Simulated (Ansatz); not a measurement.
**Every step of a relaxation of hcp Re (0001), 6 layers**

DFT, PBE, PAW with Ansatz's default frozen-core files, scalar-relativistic (Ansatz 0.2.0); a Γ-centred 14×14×1 k mesh, Fermi–Dirac smearing of 0.05 eV, no spin polarisation. The run relaxes the atoms in the fixed cell.

Command: `ansatz run input.yaml --threads 2 --pin off --max-ram 4096MiB --backend cpu --events-out ev --progress --plain --runs-dir out` It took 83 s on 2 threads of Arm Neoverse V1 (shared host), peak memory 0.48 GiB.

```yaml
crystal:
  lattice:
    - [2.7751003076, 0.0, 0.0]
    - [-1.3875501538, 2.4033073644, 0.0]
    - [0.0, 0.0, 24.2093]
  atoms:
    - { symbol: Re, position: [0.833333333, 0.166666667, 0.268492722] }
    - { symbol: Re, position: [0.166666667, 0.833333333, 0.3610956332] }
    - { symbol: Re, position: [0.833333333, 0.166666667, 0.4536985444] }
    - { symbol: Re, position: [0.166666667, 0.833333333, 0.5463014556] }
    - { symbol: Re, position: [0.833333333, 0.166666667, 0.6389043668] }
    - { symbol: Re, position: [0.166666667, 0.833333333, 0.731507278] }
kpoints:
  mp_grid: { grid: [14, 14, 1] }
scf:
  occupations: { method: fermi_dirac, width: 0.05 }
hamiltonian:
  xc: pbe
  pseudopotentials: { kind: paw }
output:
  forces: true
  stress: true
  eigenvalues: true
relax:
  f_tol: 0.01
  max_steps: 40
efield:
  axis: 3
  amplitude: 0
  dipole_correction: true
```

Each step lists its free energy a cell above the last geometry, and Cartesian positions (Å) with forces (eV/Å).

The first step:

```
step 1  dF = 222.50 meV
  Re 2.0813 0.4006 6.5000   0.0000 0.0000 1.1562
  Re -0.6938 2.0028 8.7419   0.0000 0.0000 -1.3563
  Re 2.0813 0.4006 10.9837   0.0000 0.0000 0.3978
  Re -0.6938 2.0028 13.2256   0.0000 0.0000 -0.3978
  Re 2.0813 0.4006 15.4674   0.0000 0.0000 1.3563
  Re -0.6938 2.0028 17.7093   0.0000 0.0000 -1.1562
```

Spin–orbit coupling is left out, which matters for the heavy atoms.

Where does the relaxation end, and by which steps?

After 6 geometries, with a shortest distance of 2.641 Å. The further steps:
```
step 2  dF = 349.25 meV  (not accepted)
  Re 2.0813 0.4006 6.6998   0.0000 0.0000 -2.5205
  Re -0.6938 2.0028 8.6589   0.0000 0.0000 2.3320
  Re 2.0813 0.4006 10.9942   0.0000 0.0000 0.8248
  Re -0.6938 2.0028 13.2151   0.0000 0.0000 -0.8248
  Re 2.0813 0.4006 15.5504   0.0000 0.0000 -2.3320
  Re -0.6938 2.0028 17.5095   0.0000 0.0000 2.5205
step 3  dF = 58.68 meV
  Re 2.0813 0.4006 6.4998   0.0000 0.0000 0.7786
  Re -0.6938 2.0028 8.6571   0.0000 0.0000 -0.4294
  Re 2.0813 0.4006 11.0212   0.0000 0.0000 -0.2111
  Re -0.6938 2.0028 13.1881   0.0000 0.0000 0.2111
  Re 2.0813 0.4006 15.5522   0.0000 0.0000 0.4294
  Re -0.6938 2.0028 17.7095   0.0000 0.0000 -0.7786
step 4  dF = 5.20 meV
  Re 2.0813 0.4006 6.5972   0.0000 0.0000 -0.1546
  Re -0.6938 2.0028 8.6826   0.0000 0.0000 0.2195
  Re 2.0813 0.4006 11.0342   0.0000 0.0000 -0.2431
  Re -0.6938 2.0028 13.1751   0.0000 0.0000 0.2431
  Re 2.0813 0.4006 15.5267   0.0000 0.0000 -0.2195
  Re -0.6938 2.0028 17.6121   0.0000 0.0000 0.1546
step 5  dF = 0.78 meV
  Re 2.0813 0.4006 6.5923   0.0000 0.0000 0.0216
  Re -0.6938 2.0028 8.6948   0.0000 0.0000 -0.0651
  Re 2.0813 0.4006 11.0187   0.0000 0.0000 0.1105
  Re -0.6938 2.0028 13.1906   0.0000 0.0000 -0.1105
  Re 2.0813 0.4006 15.5145   0.0000 0.0000 0.0651
  Re -0.6938 2.0028 17.6170   0.0000 0.0000 -0.0216
step 6  dF = 0.00 meV
  Re 2.0813 0.4006 6.5908   0.0000 0.0000 -0.0004
  Re -0.6938 2.0028 8.6899   0.0000 0.0000 0.0043
  Re 2.0813 0.4006 11.0234   0.0000 0.0000 -0.0029
  Re -0.6938 2.0028 13.1859   0.0000 0.0000 0.0029
  Re 2.0813 0.4006 15.5194   0.0000 0.0000 -0.0043
  Re -0.6938 2.0028 17.6185   0.0000 0.0000 0.0004
step 7  dF = 0.00 meV  (same geometry, solved once more)
  Re 2.0813 0.4006 6.5908   0.0000 0.0000 -0.0004
  Re -0.6938 2.0028 8.6899   0.0000 0.0000 0.0041
  Re 2.0813 0.4006 11.0234   0.0000 0.0000 -0.0028
  Re -0.6938 2.0028 13.1859   0.0000 0.0000 0.0028
  Re 2.0813 0.4006 15.5194   0.0000 0.0000 -0.0041
  Re -0.6938 2.0028 17.6185   0.0000 0.0000 0.0004
```
